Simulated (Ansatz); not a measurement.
Starting cell, BaHfO3 (cubic perovskite):

```
CELL_PARAMETERS angstrom
      8.24244     0.00000     0.00000
      4.12122     4.12122     0.00000
      0.00000     0.00000     4.12122
ATOMIC_POSITIONS crystal
  Ba 0.00000 0.00000 0.00000
  Ba 0.50000 0.00000 0.00000
  Hf 0.00000 0.50000 0.50000
  Hf 0.50000 0.50000 0.50000
  O  0.75000 0.50000 0.50000
  O  0.25000 0.50000 0.50000
  O  0.00000 0.50000 0.00000
  O  0.50000 0.50000 0.00000
  O  0.25000 0.00000 0.50000
  O  0.75000 0.00000 0.50000
```

The atoms are displaced by Q × the pattern below (from a DFPT mode at M = (0.5, 0.5, 0.0), largest move 1; Q in Å), at fixed cell. (q is in reciprocal vectors of the primitive cell; the cell shown is doubled to hold the pattern.)

```json
[
 {"atom": "O5", "x": "0.000", "y": "-1.000", "z": "0.000"},
 {"atom": "O6", "x": "0.000", "y": "1.000", "z": "0.000"},
 {"atom": "O9", "x": "1.000", "y": "0.000", "z": "0.000"},
 {"atom": "O10", "x": "-1.000", "y": "0.000", "z": "0.000"}
]
```

Atoms not listed stay in place.

All values below come from LDA (plane waves to 420 eV, PAW, scalar-relativistic; Ansatz, a first-principles code). k mesh 8×8×8 (Γ-centred), Fermi-Dirac smearing 0.05 eV. Energies are smeared free energies. BaHfO3 is run without spin polarisation. BaHfO3 was relaxed with its symmetry unable to fall. Spin-orbit coupling is left out, though Hf is heavy. The zero of ΔE is the undisplaced structure.

```
Q (Å)   ΔE (meV/cell)
------  -------------
-0.180           29.4
-0.150       withheld
-0.120           10.7
-0.090            5.6
-0.060            2.3
-0.030            0.6
0.000             0.0
0.030             0.6
0.060             2.3
0.090             5.6
0.120            10.7
0.150        withheld
0.180            29.4
```

Task: Fit an even polynomial form (powers 2, 4) to the given rows and predict ΔE at Q = -0.150.

Result: Least squares on the 11 given rows: ΔE = (613.9)·Q² + (9056)·Q⁴, in meV/cell with Q in Å; root-mean-square residual 0.03 meV/cell. At -0.150 the fit gives 18.4 meV/cell; the calculation gives 18.4 meV/cell, the same to the digits shown. The quadratic term alone would give 13.8 meV/cell.

(A displaced cell: forces are minus the slopes of the energy, force constants its curvatures, and phonons follow from these.)
